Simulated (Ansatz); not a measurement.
Input, command and steps of an Ansatz relaxation.

```yaml
crystal:
  lattice:
    - [3.8841265258, 0.0, 0.0]
    - [-1.9420632629, 3.3637522429, 0.0]
    - [0.0, 0.0, 4.1938243219]
  atoms:
    - { symbol: Hf, position: [0.3333333333, 0.6666666667, 0.5] }
    - { symbol: Hf, position: [0.6666666667, 0.3333333333, 0.5] }
    - { symbol: Sc, position: [0.0, 0.0, 0.0] }
basis:
  ecutwfc: 420
kpoints:
  mp_grid: { grid: [6, 6, 4] }
hamiltonian:
  xc: pbe
scf:
  occupations: { method: gaussian, width: 0.1 }
  lower_state_search: "off"
output:
  forces: true
  stress: true
  eigenvalues: true
relax:
  adjacent_minimum: "off"
  f_tol: 0.04
  max_steps: 70
  cell: { stress_tol: 0.4 }
```

```bash
ansatz run input.yaml --threads 1 --pin off --max-ram 2560MiB --backend cpu --events-out ev --progress --plain --runs-dir out
```

Theory: DFT PBE, scalar-relativistic, plane waves, PAW in Ansatz 0.2.0.

Of 15 frames 10 are shown, positions in Å and forces in eV/Å; the SCF threshold varies from step to step. Steps run on the plane waves of an earlier cell, with a Pulay correction in the pressure. The basis is chosen afresh for the last frame, the zero of the energies, and at times for earlier ones too; energy and pressure step there, also at an unchanged geometry. Here that happened at step 11 (-70 meV/atom, 4.4 GPa); the frames before carry an error of that size.

```xyz
3
Lattice="3.8841 0.0000 0.0000 -1.9421 3.3638 0.0000 0.0000 0.0000 4.1938" Properties=species:S:1:pos:R:3:forces:R:3 pbc="T T T" step=1 free_energy_over_end_meV_per_atom=2176.82 pressure_GPa=48.29
Hf    0.0000    2.2425    2.0969    0.0000    0.0000    0.0000
Hf    1.9421    1.1213    2.0969    0.0000    0.0000    0.0000
Sc    0.0000    0.0000    0.0000    0.0000    0.0000    0.0000
3
Lattice="4.2659 0.0000 0.0000 -2.1329 3.6944 0.0000 0.0000 0.0000 4.0883" Properties=species:S:1:pos:R:3:forces:R:3 pbc="T T T" step=3 free_energy_over_end_meV_per_atom=1048.29 pressure_GPa=15.03
Hf    0.0000    2.4629    2.0441    0.0000    0.0000    0.0000
Hf    2.1329    1.2315    2.0441    0.0000    0.0000    0.0000
Sc    0.0000    0.0000    0.0000    0.0000    0.0000    0.0000
3
Lattice="4.4527 0.0000 0.0000 -2.2264 3.8562 0.0000 0.0000 0.0000 3.8865" Properties=species:S:1:pos:R:3:forces:R:3 pbc="T T T" step=4 free_energy_over_end_meV_per_atom=688.52 pressure_GPa=7.06
Hf    0.0000    2.5708    1.9433    0.0000    0.0000    0.0000
Hf    2.2264    1.2854    1.9433    0.0000    0.0000    0.0000
Sc    0.0000    0.0000    0.0000    0.0000    0.0000    0.0000
3
Lattice="4.6768 0.0000 0.0000 -2.3384 4.0502 0.0000 0.0000 0.0000 3.4770" Properties=species:S:1:pos:R:3:forces:R:3 pbc="T T T" step=6 free_energy_over_end_meV_per_atom=259.40 pressure_GPa=2.50
Hf    0.0000    2.7001    1.7385    0.0000    0.0000    0.0000
Hf    2.3384    1.3501    1.7385    0.0000    0.0000    0.0000
Sc    0.0000    0.0000    0.0000    0.0000    0.0000    0.0000
3
Lattice="4.7853 0.0000 0.0000 -2.3926 4.1442 0.0000 0.0000 0.0000 3.2673" Properties=species:S:1:pos:R:3:forces:R:3 pbc="T T T" step=7 free_energy_over_end_meV_per_atom=121.29 pressure_GPa=1.33
Hf    0.0000    2.7628    1.6337    0.0000    0.0000    0.0000
Hf    2.3926    1.3814    1.6337    0.0000    0.0000    0.0000
Sc    0.0000    0.0000    0.0000    0.0000    0.0000    0.0000
3
Lattice="4.8795 0.0000 0.0000 -2.4398 4.2258 0.0000 0.0000 0.0000 3.1227" Properties=species:S:1:pos:R:3:forces:R:3 pbc="T T T" step=9 free_energy_over_end_meV_per_atom=93.45 pressure_GPa=-0.02
Hf    0.0000    2.8172    1.5613    0.0000    0.0000    0.0000
Hf    2.4398    1.4086    1.5613    0.0000    0.0000    0.0000
Sc    0.0000    0.0000    0.0000    0.0000    0.0000    0.0000
3
Lattice="4.8717 0.0000 0.0000 -2.4358 4.2190 0.0000 0.0000 0.0000 3.1384" Properties=species:S:1:pos:R:3:forces:R:3 pbc="T T T" step=10 free_energy_over_end_meV_per_atom=93.12 pressure_GPa=-0.02
Hf    0.0000    2.8127    1.5692    0.0000    0.0000    0.0000
Hf    2.4358    1.4063    1.5692    0.0000    0.0000    0.0000
Sc    0.0000    0.0000    0.0000    0.0000    0.0000    0.0000
3
Lattice="4.9552 0.0000 0.0000 -2.4776 4.2913 0.0000 0.0000 0.0000 3.1145" Properties=species:S:1:pos:R:3:forces:R:3 pbc="T T T" step=12 free_energy_over_end_meV_per_atom=3.65 pressure_GPa=1.65
Hf    0.0000    2.8609    1.5573    0.0000    0.0000    0.0000
Hf    2.4776    1.4304    1.5573    0.0000    0.0000    0.0000
Sc    0.0000    0.0000    0.0000    0.0000    0.0000    0.0000
3
Lattice="5.0308 0.0000 0.0000 -2.5154 4.3568 0.0000 0.0000 0.0000 3.1002" Properties=species:S:1:pos:R:3:forces:R:3 pbc="T T T" step=13 free_energy_over_end_meV_per_atom=0.80 pressure_GPa=-0.69
Hf    0.0000    2.9045    1.5501    0.0000    0.0000    0.0000
Hf    2.5154    1.4523    1.5501    0.0000    0.0000    0.0000
Sc    0.0000    0.0000    0.0000    0.0000    0.0000    0.0000
3
Lattice="5.0102 0.0000 0.0000 -2.5051 4.3389 0.0000 0.0000 0.0000 3.1021" Properties=species:S:1:pos:R:3:forces:R:3 pbc="T T T" step=15 free_energy_over_end_meV_per_atom=0.00 pressure_GPa=-0.03
Hf    0.0000    2.8926    1.5511    0.0000    0.0000    0.0000
Hf    2.5051    1.4463    1.5511    0.0000    0.0000    0.0000
Sc    0.0000    0.0000    0.0000    0.0000    0.0000    0.0000
```

The start puts this composition into another compound's structure type, which needn't suit it. At the end the space group is P6/mmm (tolerance 0.05 Å).

Time: 43 s on 1 thread of Arm Neoverse V2 (shared host), peak memory 0.37 GiB.

The k mesh is coarse. Spin–orbit coupling is left out, which can shift energies with elements as heavy as these. Spin polarisation was left out, and a magnetic state may lie lower.